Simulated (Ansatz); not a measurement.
BaMgF₄:
```
BaMgF4
1.0
    2.04551    -7.28401     0.00000
    2.04551     7.28401     0.00000
    0.00000     0.00000     5.82284
Ba Mg F
2 2 8
Direct
  0.65068   0.34932   0.14629
  0.34932   0.65068   0.64629
  0.91556   0.08444   0.18983
  0.08444   0.91556   0.68983
  0.42091   0.57909   0.20373
  0.57909   0.42091   0.70373
  0.80279   0.19721   0.38125
  0.19721   0.80279   0.88125
  0.02844   0.97156   0.00856
  0.97156   0.02844   0.50856
  0.16362   0.83638   0.41982
  0.83638   0.16362   0.91982
```

PBEsol in the plane-wave PAW code Ansatz gives a gap of 6.99 eV without spin–orbit coupling, maximum on the Σ0–Γ line, 15 % of the way from Σ0, minimum at Γ.

Task: What happens when spin–orbit coupling is switched on?

Result: The gap falls by 0.01 eV, to 6.98 eV; maximum on the Σ0–Γ line, 17 % of the way from Σ0, minimum at Γ.

Space group Cmc2_1. The workflow started from a Materials Project entry (that database holds measured and hypothetical structures alike); the Crystallography Open Database files this formula in space group No. 36, but the cells were not matched. Its standing as an ambient phase is unchecked. The cell was relaxed with PBEsol under the symmetry of its start; whether a distortion lowers the energy is not shown.

Potentials: the later of the program's two PAW sets.
